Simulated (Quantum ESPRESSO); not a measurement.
# Al3W3TaRu: a curve over one atom's position

A calculation, not a measurement. The program is pw.x of Quantum ESPRESSO 7.5 (plane-wave density functional theory). The cell is made up: eight metal atoms on a hexagonal close-packed lattice, with elements, volume, strain and displacements drawn at random and not relaxed, so it may be unstable or far from any real phase. PseudoDojo standard norm-conserving files set the functional (PBE unless stated); there is no spin polarisation or spin-orbit coupling, the Fermi-Dirac width of 0.25 eV means electrons at about 2900 K, and the masses in the input are unused placeholders. Heavy elements are run without spin-orbit coupling, which real alloys of them have. A spin test at this wide smearing found no moment, but such smearing suppresses magnetism that the real alloy may have.

Seven runs move atom 8 (Ru, counted in the order of the input) along y and keep all else fixed.

Input of the run at +0.0083:

```
&control calculation='scf', pseudo_dir='./dojo.nc.sr.pbe.v0_5.standard.upf', outdir='./o', disk_io='minimal', tprnfor=.true., tstress=.true. /
&system ibrav=0, nat=8, ntyp=4, nbnd=54, ecutwfc=84.00895049, nosym=.true., tot_charge=0,
 occupations='smearing', smearing='fd', degauss=0.0183746611
/
&electrons conv_thr=1.470e-08, electron_maxstep=70, mixing_beta=0.5 /
ATOMIC_SPECIES
Al 1.0 Al.upf
Ru 1.0 Ru.upf
Ta 1.0 Ta.upf
W 1.0 W.upf
CELL_PARAMETERS angstrom
4.2902 -2.4475 -0.009
-2.8737 -0.0403 -4.6517
2.826 4.8358 0.0729
ATOMIC_POSITIONS angstrom
Al 0.0341 0.1275 -0.035
W 1.3584 2.3351 -0.043
W 0.0281 1.5944 -2.1672
Al 1.3461 3.919 -2.3945
Al 2.8004 0.0658 -0.0555
W 4.3496 2.336 0.0939
Ta 1.4434 -1.0221 -2.3481
Ru 2.7425 1.5724 -2.2998
K_POINTS automatic
5 5 5 1 1 1
```

| shift of atom 8 along y (Å) | free energy less that of the input shown (eV) | Fx on atom 8 (eV/Å) | Fy on atom 8 (eV/Å) | Fz on atom 8 (eV/Å) | pressure (GPa) | iterations |
| --- | --- | --- | --- | --- | --- | --- |
| -0.1840 | 0.0969 | 0.929 | 1.251 | -0.086 | -0.37 | 13 |
| -0.1219 | 0.0342 | 1.010 | 0.769 | -0.067 | -0.63 | 13 |
| -0.1050 | 0.0223 | 1.033 | 0.637 | -0.065 | -0.67 | 13 |
| -0.0177 | -0.0037 | 1.158 | -0.041 | -0.076 | -0.66 | 13 |
| +0.0083 | 0.0000 | 1.195 | -0.242 | -0.084 | -0.59 | 13 |
| +0.1226 | 0.0779 | 1.335 | -1.121 | -0.142 | 0.04 | 13 |
| +0.1682 | 0.1371 | 1.375 | -1.477 | -0.171 | 0.44 | 13 |

A cubic fit gives dFy/dy = -7.73 eV/Å² at zero shift. Across the table the energy follows minus the integral of the force to 0.1 meV. A rerun of one of the cells at a higher cutoff and on a denser mesh moved values by no more than 0.002 eV in energy, 0.02 GPa in stress and 0.006 eV/Å in force, and a second program with other atomic files agreed on that cell to 2 % rms in force and 0.5 GPa in pressure.